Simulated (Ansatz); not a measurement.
FeB$_{2}$:
```
FeB2
1.0
    4.74148     0.00000     0.00000
    0.00000     4.73385     0.00000
    0.00000     0.00000     3.67196
Fe B
4 8
Direct
  0.47927   0.75000   0.37573
  0.52073   0.25000   0.62427
  0.02073   0.25000   0.87573
  0.97927   0.75000   0.12427
  0.66301   0.06839   0.10744
  0.33699   0.93161   0.89256
  0.83699   0.93161   0.60744
  0.16301   0.06839   0.39256
  0.16301   0.43161   0.39256
  0.83699   0.56839   0.60744
  0.33699   0.56839   0.89256
  0.66301   0.43161   0.10744
```

Relaxed with LDA. Special points in fractions of this cell's reciprocal vectors: Γ (0.000, 0.000, 0.000); X (0.500, 0.000, 0.000); S (0.500, 0.500, 0.000); Y (0.000, 0.500, 0.000); Z (0.000, 0.000, 0.500); U (0.500, 0.000, 0.500); R (0.500, 0.500, 0.500); T (0.000, 0.500, 0.500).

### Question
List the band energies nearest the valence-band maximum at these points for DFT-LDA in the program Ansatz with PAW potentials.

### Answer
In eV from the valence-band maximum; about four levels below and three above (degenerate sets whole), none deeper than 8.9 eV; points with the same levels are listed once.

| k | below | above |
|---|---|---|
| Γ | -1.10 -0.65 -0.52 -0.48 | 0.95 1.01 2.00 |
| X | -1.30 -1.30 -0.35 -0.35 | 1.25 1.25 1.88 1.88 |
| S | -0.79 -0.79 -0.79 -0.79 | 1.73 1.73 1.73 1.73 |
| Y | -1.16 -1.16 -1.04 -1.04 | 0.91 0.91 1.57 1.57 |
| Z | -1.10 -1.10 -0.96 -0.96 | 0.51 0.51 1.40 1.40 |
| U | -0.46 -0.46 -0.42 -0.42 | 0.43 0.43 1.25 1.25 |
| R | -0.45 -0.45 -0.45 -0.45 | 1.17 1.17 1.17 1.17 |
| T | -0.73 -0.73 0.00 0.00 | 0.61 0.61 0.72 0.72 |

Space group Pnma. The workflow started from a Materials Project entry (that database holds measured and hypothetical structures alike); the Crystallography Open Database copy checked does not list it. COD files the formula under space group No. 191, so this cell is another polymorph or a model. Its standing as an ambient phase is unchecked. The LDA relaxation kept the symmetry of its start; of distortions, only those at the zone centre were tested. The run is not spin-polarised.

Potentials: the later of the program's two PAW sets.
